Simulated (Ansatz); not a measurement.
The cell is SnPO₃H (from a published structure, hydrogen sites as listed); cell and atoms were relaxed with r2SCAN+rVV10. The symmetry is Cc (No. 9, monoclinic); conventional cell a = 7.052 Å, b = 12.111 Å, c = 4.648 Å, β = 122.5°, 13.95 Å³ an atom. Sn has 3 O at 2.13–2.19 Å; H has 1 P at 1.40 Å; P has 1 H at 1.40 Å and 3 O at 1.52–1.54 Å; O has 1 P at 1.53 Å and 1 Sn at 2.19 Å; O has 1 P at 1.52 Å and 1 Sn at 2.13 Å; O has 1 P at 1.54 Å and 1 Sn at 2.15 Å.

```
Sn H P O
1.0
     3.52587   -6.05568   -0.04334
     3.52587    6.05568   -0.04334
    -2.44846    0.00000    3.95098
Sn H P O
2 2 2 6
Direct
  0.03305 0.76653 0.94856
  0.76653 0.03305 0.44856
  0.40468 0.28477 0.88214
  0.28477 0.40468 0.38214
  0.63955 0.36328 0.10703
  0.36328 0.63955 0.60703
  0.75112 0.60215 0.42452
  0.60215 0.75112 0.92452
  0.58308 0.14372 0.17108
  0.14372 0.58308 0.67108
  0.79807 0.41073 0.92353
  0.41073 0.79807 0.42353
```

3 runs of the PAW code Ansatz on this cell differ in the functional (and in the settings that go with it). Levels are in eV from each run's valence top; v1 is the last filled band, c1 the first empty one.

Run A, mean stress +0.8 GPa (compression positive):

| point | v2 | v1 | c1 | c2 |
| --- | --- | --- | --- | --- |
| Γ | -1.04 | 0.00 | 5.35 | 6.67 |
| A | -1.06 | -1.06 | 5.17 | 5.17 |
| I₂ | -0.96 | -0.96 | 5.20 | 5.20 |

Run B, mean stress +0.8 GPa (compression positive):

| point | v2 | v1 | c1 | c2 |
| --- | --- | --- | --- | --- |
| Γ | -0.87 | 0.00 | 4.08 | 5.31 |
| A | -0.94 | -0.94 | 3.86 | 3.86 |
| I₂ | -0.87 | -0.87 | 3.90 | 3.90 |

Run C, mean stress +0.9 GPa (compression positive):

| point | v2 | v1 | c1 | c2 |
| --- | --- | --- | --- | --- |
| Γ | -1.02 | 0.00 | 4.64 | 5.95 |
| A | -1.04 | -1.04 | 4.45 | 4.45 |
| I₂ | -0.95 | -0.95 | 4.49 | 4.49 |

Question: Match the runs to r2SCAN, HSE06, PBE0.

Answer: A is PBE0, B is r2SCAN, C is HSE06. In order of the gap: r2SCAN 3.82, HSE06 4.41, PBE0 5.12 eV.

Spin-unpolarised calculation; the starting structure is a published one, and the numbers are computed.

No spin-orbit coupling is included; it can move band edges with weight on the heavy atoms by tenths of an eV.

The stress of a hybrid is loosely converged in these runs.

The meshes of the hybrids are coarse, so their gaps aren't converged to the digits shown.
